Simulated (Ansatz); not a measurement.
FeSi:
```
CELL_PARAMETERS angstrom
      4.44792     0.00000     0.00000
      0.00000     4.44792     0.00000
      0.00000     0.00000     4.44792
ATOMIC_POSITIONS crystal
  Fe 0.13600 0.13600 0.13600
  Fe 0.36400 0.86400 0.63600
  Fe 0.63600 0.36400 0.86400
  Fe 0.86400 0.63600 0.36400
  Si 0.84071 0.84071 0.84071
  Si 0.65929 0.15929 0.34071
  Si 0.34071 0.65929 0.15929
  Si 0.15929 0.34071 0.65929
```

Relaxed with PBE.

Map the electron localisation function on the plane through (0.136, 0.136, 0.136) spanned by u = [1, 0, 0] and v = [0, 1, 1] in lattice vectors, from plane-wave PAW PBE (Ansatz code).

x is the fraction of u, y of v (the angle between them is 90°; rows are the nearest grid lines); atoms in the plane: Fe at (0.00, 0.00), Si at (0.70, 0.70).
```
y \ x   0.000  0.0909  0.182  0.273  0.364  0.455  0.545  0.636  0.727  0.818  0.909   1.00
------  -----  ------  -----  -----  -----  -----  -----  -----  -----  -----  -----  -----
1.00    0.891   0.665  0.240  0.321  0.603  0.654  0.634  0.610  0.387  0.242  0.659  0.891
0.935   0.645   0.460  0.195  0.253  0.354  0.409  0.464  0.497  0.383  0.196  0.502  0.645
0.839   0.173   0.196  0.328  0.297  0.244  0.305  0.466  0.582  0.645  0.628  0.350  0.173
0.774   0.483   0.413  0.324  0.267  0.314  0.491  0.523  0.249  0.263  0.535  0.650  0.483
0.677   0.408   0.176  0.212  0.195  0.214  0.566  0.586  0.222  0.324  0.297  0.625  0.408
0.613   0.325   0.209  0.301  0.200  0.156  0.423  0.645  0.483  0.418  0.589  0.594  0.325
0.548   0.360   0.186  0.207  0.174  0.141  0.334  0.535  0.618  0.639  0.605  0.515  0.360
0.452   0.606   0.554  0.388  0.274  0.249  0.272  0.268  0.200  0.182  0.241  0.479  0.606
0.387   0.641   0.603  0.457  0.303  0.245  0.261  0.214  0.131  0.164  0.253  0.483  0.641
0.323   0.617   0.531  0.337  0.205  0.224  0.357  0.353  0.183  0.162  0.239  0.481  0.617
0.226   0.485   0.404  0.268  0.226  0.349  0.559  0.689  0.617  0.395  0.361  0.470  0.485
0.161   0.152   0.210  0.279  0.384  0.511  0.459  0.491  0.631  0.577  0.371  0.173  0.152
0.0645  0.648   0.509  0.192  0.454  0.702  0.622  0.517  0.626  0.536  0.237  0.457  0.648
0.000   0.891   0.665  0.240  0.321  0.603  0.654  0.634  0.610  0.387  0.242  0.659  0.891
```

The density is the valence pseudo-density with augmentation charge, so density and ELF within about 1 Å of a nucleus are not all-electron values.

Space group P2_13. Symmetry was held in the PBE relaxation. The workflow began spin-polarised and lost its moments.

Potentials: the later of the program's two PAW sets.
